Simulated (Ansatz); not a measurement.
**AlGa₂P₃: relaxed-ion elastic tensor**

Computed with DFT PBE, scalar-relativistic, plane waves, PAW (Ansatz). Cutoff 420 eV, 12×12×2 k-points (Γ-centred), fixed occupations. No spin polarisation.

The cell, relaxed at this level:
```xyz
12
Lattice="3.8838 0.0000 0.0000 -1.9419 3.3635 0.0000 0.0000 0.0000 19.1795" Properties=species:S:1:pos:R:3 pbc="T T T"
Al    1.9419    1.1212   15.9765
Al    0.0000    2.2423    6.3868
Ga    1.9419    1.1212    3.1986
Ga    1.9419    1.1212    9.5905
Ga    0.0000    2.2423    0.0008
Ga    0.0000    2.2423   12.7883
P     1.9419    1.1212    5.5934
P     1.9419    1.1212   11.9834
P     1.9419    1.1212   18.3692
P     0.0000    2.2423    2.3936
P     0.0000    2.2423    8.7794
P     0.0000    2.2423   15.1831
```

The structure comes from a generated guess, relaxed at this level; another structure or a mixture of phases may lie lower.

Question: Give the relaxed-ion elastic constants (GPa, Voigt order xx yy zz yz xz xy, on the Cartesian axes of the cell above).

Answer:
```
149.7  49.8  33.8   0.0   0.0   0.0
 49.8 149.7  33.8   0.0   0.0   0.0
 33.8  33.8 172.6   0.0   0.0   0.0
  0.0   0.0   0.0  39.9   0.0   0.0
  0.0   0.0   0.0   0.0  39.9   0.0
  0.0   0.0   0.0   0.0   0.0  50.0
```

Question: Is the crystal stable against homogeneous strain?

Answer: Yes: the least eigenvalue of the tensor is 39.9 GPa.

Question: And the moduli of a polycrystal (Hill averages)?

Answer: B = 79 GPa, G = 49 GPa, E = 121 GPa, ν = 0.24.
